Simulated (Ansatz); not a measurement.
ScSi:
```
ScSi
1.0
    3.28211     0.00000     0.00000
    0.00000     3.28211     0.00000
    0.00000     0.00000     3.28211
Sc Si
1 1
Direct
  0.00000   0.00000   0.00000
  0.50000   0.50000   0.50000
```

Relaxed with PBEsol. Special points in fractions of this cell's reciprocal vectors: Γ (0.000, 0.000, 0.000); X (0.000, 0.500, 0.000); M (0.500, 0.500, 0.000); R (0.500, 0.500, 0.500).

Task: List the band energies nearest the Fermi level at these points for the program Ansatz at the PBEsol level (PAW).

Result: In eV from the Fermi level; about four levels below and three above (degenerate sets whole), none deeper than 8.9 eV; points with the same levels are listed once.

| k | below | above |
|---|---|---|
| Γ | -1.04 -1.04 | 1.82 1.82 1.82 |
| X | -8.21 -5.69 -0.12 -0.12 | 0.05 2.96 3.77 |
| M | -7.34 -3.22 -3.22 -1.11 | 1.32 1.32 3.71 |
| R | -4.42 -3.88 -3.88 -3.88 | 2.82 2.82 2.82 |

Space group Pm-3m (CsCl type). The cell is a constructed one: a structure type filled with these elements; neither database checked (COD, Materials Project) lists it. Whether it is the stable phase at ambient conditions was not checked. The PBEsol relaxation kept the symmetry of its start. At this level the phase is mechanically unstable. No spin polarisation was allowed.

Potentials: the later of the program's two PAW sets.
